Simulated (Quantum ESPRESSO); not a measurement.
Hf6ZrRh, input and log of a self-consistent run

Simulated, not a measurement. The program is pw.x of Quantum ESPRESSO 7.5 (plane-wave density functional theory). The cell is made up: eight metal atoms on a face-centred cubic lattice, with elements, volume, strain and displacements drawn at random and not relaxed, so it may be unstable or far from any real phase. PseudoDojo standard norm-conserving files set the functional (PBE unless stated); there is no spin polarisation or spin-orbit coupling, the Fermi-Dirac width of 0.25 eV means electrons at about 2900 K, and the masses in the input are unused placeholders. Heavy elements are run without spin-orbit coupling, which real alloys of them have. A spin test at this wide smearing found no moment, but such smearing suppresses magnetism that the real alloy may have.

Input:

```
&control calculation='scf', pseudo_dir='./dojo.nc.sr.pbe.v0_5.standard.upf', outdir='./o', disk_io='minimal', tprnfor=.true., tstress=.true. /
&system ibrav=0, nat=8, ntyp=3, nbnd=69, ecutwfc=87.97787729, nosym=.true., tot_charge=0,
 occupations='smearing', smearing='fd', degauss=0.0183746611
/
&electrons conv_thr=1.470e-08, electron_maxstep=70, mixing_beta=0.5 /
ATOMIC_SPECIES
Hf 1.0 Hf.upf
Rh 1.0 Rh.upf
Zr 1.0 Zr.upf
CELL_PARAMETERS angstrom
-0.0612 4.3973 -0.0716
-4.2839 0.1328 -4.1647
-4.4375 -0.0103 4.3182
ATOMIC_POSITIONS angstrom
Hf -0.008 0.0377 0.0269
Zr -2.3021 -0.0219 2.2302
Hf -2.1261 0.0229 -2.0491
Rh -4.3262 0.1136 0.1345
Hf -2.2713 2.2234 0.0724
Hf -4.403 2.2277 2.1514
Hf -4.3367 2.248 -2.108
Hf -6.563 2.2853 0.1173
K_POINTS automatic
5 4 4 1 1 1
```

The log is shortened where brackets say so; the opening notice, blank lines, dates and the lines on written files are dropped, and the path of the files is cut. It prints rydbergs, bohrs and kilobars, and counts compression as positive stress. Its total energy is the free energy E - TS of the whole cell.

```
     Program PWSCF v.7.5
     Parallel version (MPI & OpenMP), running on       4 processor cores
     Number of MPI processes:                 4
     Threads/MPI process:                     1
     [start-up lines left out]
     bravais-lattice index     =            0
     lattice parameter (alat)  =       8.3116  a.u.
     unit-cell volume          =    1096.8240 (a.u.)^3
     number of atoms/cell      =            8
     number of atomic types    =            3
     number of electrons       =       101.00
     number of Kohn-Sham states=           69
     kinetic-energy cutoff     =      87.9779  Ry
     charge density cutoff     =     351.9115  Ry
     scf convergence threshold =      1.5E-08
     mixing beta               =       0.5000
     number of iterations used =            8  plain     mixing
     Exchange-correlation= PBE
                           (   1   4   3   4   0   0   0)
     [axes and pseudopotential details left out]
   Cartesian axes
     site n.     atom                  positions (alat units)
         1        Hf     tau(   1) = (  -0.0018189   0.0085715   0.0061160  )
         2        Zr     tau(   2) = (  -0.5234057  -0.0049792   0.5070585  )
         3        Hf     tau(   3) = (  -0.4833904   0.0052065  -0.4658836  )
         4        Rh     tau(   4) = (  -0.9836054   0.0258281   0.0305799  )
         5        Hf     tau(   5) = (  -0.5164030   0.5055125   0.0164609  )
         6        Hf     tau(   6) = (  -1.0010666   0.5064901   0.4891426  )
         7        Hf     tau(   7) = (  -0.9859926   0.5111056  -0.4792751  )
         8        Hf     tau(   8) = (  -1.4921645   0.5195861   0.0266693  )
     number of k points=    40  Fermi-Dirac smearing, width (Ry)=  0.0184
                       cart. coord. in units 2pi/alat
        k(    1) = (  -0.1247082   0.0982775  -0.0006002), wk =   0.0500000
        k(    2) = (  -0.2485393   0.0986283   0.1267863), wk =   0.0500000
     [further k points left out]
     Dense  grid:   122197 G-vectors     FFT dimensions: (  50,  72,  72)
     Estimated max dynamical RAM per process >     382.57 MB
     Estimated total dynamical RAM >       1.41 GB
     Initial potential from superposition of free atoms
     starting charge     100.9859, renormalised to     101.0000
     Starting wfcs are   80 randomized atomic wfcs
     total cpu time spent up to now is        4.8 secs
     per-process dynamical memory:   284.8 Mb
     Self-consistent Calculation
     iteration #  1     ecut=    87.98 Ry     beta= 0.50
     Davidson diagonalization with overlap
     ethr =  1.00E-02,  avg # of iterations =  2.5
     total cpu time spent up to now is       14.0 secs
     total energy              =   -1012.06462850 Ry
     estimated scf accuracy    <       1.31350030 Ry
     iteration #  2     ecut=    87.98 Ry     beta= 0.50
     Davidson diagonalization with overlap
     ethr =  1.30E-03,  avg # of iterations =  3.4
     total cpu time spent up to now is       24.0 secs
     total energy              =   -1012.25413530 Ry
     estimated scf accuracy    <       8.64791002 Ry
     iteration #  3     ecut=    87.98 Ry     beta= 0.50
     Davidson diagonalization with overlap
     ethr =  1.30E-03,  avg # of iterations =  2.0
     total cpu time spent up to now is       32.6 secs
     total energy              =   -1012.83381251 Ry
     estimated scf accuracy    <       0.65908418 Ry
     iteration #  4     ecut=    87.98 Ry     beta= 0.50
     Davidson diagonalization with overlap
     ethr =  6.53E-04,  avg # of iterations =  1.1
     total cpu time spent up to now is       39.6 secs
     total energy              =   -1012.83180969 Ry
     estimated scf accuracy    <       0.16945573 Ry
     iteration #  5     ecut=    87.98 Ry     beta= 0.50
     Davidson diagonalization with overlap
     ethr =  1.68E-04,  avg # of iterations =  2.3
     total cpu time spent up to now is       48.1 secs
     total energy              =   -1012.84830100 Ry
     estimated scf accuracy    <       0.07153064 Ry
     [iterations 6 to 13 left out]
     iteration # 14     ecut=    87.98 Ry     beta= 0.50
     Davidson diagonalization with overlap
     ethr =  5.02E-10,  avg # of iterations =  2.4
     total cpu time spent up to now is      136.0 secs
     total energy              =   -1012.85738119 Ry
     estimated scf accuracy    <       0.00000029 Ry
     iteration # 15     ecut=    87.98 Ry     beta= 0.50
     Davidson diagonalization with overlap
     ethr =  2.89E-10,  avg # of iterations =  1.7
     total cpu time spent up to now is      144.2 secs
     total energy              =   -1012.85738121 Ry
     estimated scf accuracy    <       0.00000007 Ry
     iteration # 16     ecut=    87.98 Ry     beta= 0.50
     Davidson diagonalization with overlap
     ethr =  6.61E-11,  avg # of iterations =  2.6
     total cpu time spent up to now is      153.5 secs
     total energy              =   -1012.85738121 Ry
     estimated scf accuracy    <       0.00000023 Ry
     iteration # 17     ecut=    87.98 Ry     beta= 0.50
     Davidson diagonalization with overlap
     ethr =  6.61E-11,  avg # of iterations =  2.0
     total cpu time spent up to now is      162.1 secs
     total energy              =   -1012.85738123 Ry
     estimated scf accuracy    <       0.00000002 Ry
     iteration # 18     ecut=    87.98 Ry     beta= 0.50
     Davidson diagonalization with overlap
     ethr =  2.28E-11,  avg # of iterations =  1.5
     total cpu time spent up to now is      170.3 secs
     End of self-consistent calculation
     [lines on levels left out]
!    total energy              =   -1012.85738123 Ry
     estimated scf accuracy    <          2.4E-09 Ry
     smearing contrib. (-TS)   =      -0.14974008 Ry
     internal energy E=F+TS    =   -1012.70764115 Ry
     The total energy is F=E-TS. E is the sum of the following terms:
     one-electron contribution =    -216.17382914 Ry
     hartree contribution      =     150.78008186 Ry
     xc contribution           =    -229.33739794 Ry
     ewald contribution        =    -717.97649593 Ry
     convergence has been achieved in  18 iterations
     Forces acting on atoms (cartesian axes, Ry/au):
     atom    1 type  1   force =    -0.00724405   -0.01631237    0.00388129
     atom    2 type  3   force =     0.02811265    0.00303023   -0.00911679
     atom    3 type  1   force =    -0.00237663    0.01111826   -0.00223133
     atom    4 type  2   force =    -0.00109052   -0.00427782   -0.00682538
     atom    5 type  1   force =     0.00668871   -0.00448942   -0.02374265
     atom    6 type  1   force =    -0.02998450   -0.00859759    0.00858448
     atom    7 type  1   force =    -0.00513406    0.01753545    0.03281035
     atom    8 type  1   force =     0.01102839    0.00199327   -0.00335997
     Total force =     0.068111     Total SCF correction =     0.000222
     Computing stress (Cartesian axis) and pressure
          total   stress  (Ry/bohr**3)                   (kbar)     P=       69.89
   0.00048592   0.00009527   0.00013709           71.48       14.02       20.17
   0.00009527   0.00040556   0.00014555           14.02       59.66       21.41
   0.00013709   0.00014555   0.00053389           20.17       21.41       78.54
     init_run     :      4.51s CPU      4.70s WALL (       1 calls)
     electrons    :    163.64s CPU    165.58s WALL (       1 calls)
     forces       :      2.07s CPU      2.09s WALL (       1 calls)
     stress       :      7.17s CPU      7.32s WALL (       1 calls)
     [timing details left out]
     PWSCF        :   2m57.47s CPU   2m59.78s WALL
     JOB DONE.
```

In other units: free energy -13780.627 eV for the cell, pressure 6.99 GPa, largest force component 0.844 eV/Å in size. The run took 182 s of wall time with four MPI processes on a shared machine (AMD EPYC, Zen 5, virtual cores), so the time is rough. A rerun of this cell at a higher cutoff and on a denser mesh moved values by no more than 0.012 eV in energy, 0.09 GPa in stress and 0.008 eV/Å in force, and a second program with other atomic files agreed on that cell to 2 % rms in force and 0.5 GPa in pressure.